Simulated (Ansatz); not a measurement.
CsAs$_{2}$Ir$_{2}$:
```
CELL_PARAMETERS angstrom
     -2.01687     2.01687     7.40678
      2.01687    -2.01687     7.40678
      2.01687     2.01687    -7.40678
ATOMIC_POSITIONS crystal
  Cs 0.00000 0.00000 0.00000
  As 0.34299 0.34299 0.00000
  As 0.65701 0.65701 0.00000
  Ir 0.75000 0.25000 0.50000
  Ir 0.25000 0.75000 0.50000
```

Relaxed with r²SCAN. Special points in fractions of this cell's reciprocal vectors: Γ (0.000, 0.000, 0.000); X (0.000, 0.000, 0.500); P (0.250, 0.250, 0.250); N (0.000, 0.500, 0.000); M (0.500, 0.500, -0.500); S (0.269, 0.731, -0.269); S0 (-0.269, 0.269, 0.269); R (-0.037, 0.037, 0.500); G (0.500, 0.500, -0.037).

**Question.** List the band energies nearest the Fermi level at these points for plane-wave PAW r²SCAN (Ansatz code).

**Answer.** In eV from the Fermi level; about four levels below and three above (degenerate sets whole), none deeper than 8.9 eV; points with the same levels are listed once.

| k | below | above |
|---|---|---|
| Γ | -2.07 -1.18 -0.62 -0.62 | 0.65 1.17 1.88 |
| X | -1.87 -1.80 -1.80 -1.44 | 0.84 0.99 3.28 |
| P | -1.80 -1.80 -1.67 -1.67 | 0.93 0.93 3.31 |
| N | -3.21 -3.16 -2.43 -2.41 | 0.83 1.16 1.73 |
| M | -1.18 -0.57 -0.50 -0.50 | 0.65 2.30 2.72 2.72 |
| S | -3.18 -3.12 -2.49 -2.33 | 0.71 1.47 1.67 |
| R | -2.09 -1.81 -1.55 -1.38 | 0.86 1.00 3.34 |

Space group I4/mmm. The workflow started from a Materials Project entry (that database holds measured and hypothetical structures alike); the Crystallography Open Database copy checked does not list it. Its standing as an ambient phase is unchecked. Symmetry was held in the r²SCAN relaxation; whether a distortion lowers the energy is not shown. No spin polarisation was allowed. Spin–orbit coupling is left out wherever it is not named.

Potentials: the later of the program's two PAW sets.
